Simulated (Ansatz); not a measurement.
One stationary structure of La₂O₃. Method: PBE (plane waves to 420 eV, PAW, scalar-relativistic; Ansatz, a quantum-chemistry and plane-wave program).

```
CELL_PARAMETERS angstrom
      3.94053     0.00000     0.00000
     -1.97027     3.41260     0.00000
      0.00000     0.00000     6.18827
ATOMIC_POSITIONS crystal
  La 0.33333 0.66667 0.25262
  La 0.66667 0.33333 0.74738
  O  0.66667 0.33333 0.14530
  O  0.33333 0.66667 0.85470
  O  0.00000 0.00000 0.50000
```

### Question
Determine the symmetry and give the standard cell with its independent sites.

### Answer
Space group P-3m1 (No. 164); a = 3.941 Å, b = 3.941 Å, c = 6.188 Å, α = 90.00°, β = 90.00°, γ = 120.00°

| atom | site | symmetry | x | y | z |
|---|---|---|---|---|---|
| La | 2d | 3m. | 0.3333 | 0.6667 | 0.2526 |
| O | 2d | 3m. | 0.6667 | 0.3333 | 0.1453 |
| O | 1b | -3m. | 0.0000 | 0.0000 | 0.5000 |

### Question
Give the shortest distances between elements (the closest pairs, up to four, under 3.6 Å).

### Answer
La–O 2.37 Å; O–O 2.90 Å.

| Quantity | Result |
|---|---|
| Volume per atom | 16.64 Å³ |
| Band gap | 3.83 eV, indirect (valence top at L, conduction bottom at M) (no spin-orbit coupling) |
| Smallest direct gap | 3.97 eV at K |

No spin polarisation in the result.

It was reached from a disturbed copy of a Fmmm (No. 69) cell, against which it lies -1.61 eV/atom.

The first start was generated by a random draw of sites in a space group. Materials Project lists a structure of La2O3 in the same space group, P-3m1 (No. 164); the sites were not compared with it, nor with measured phases.
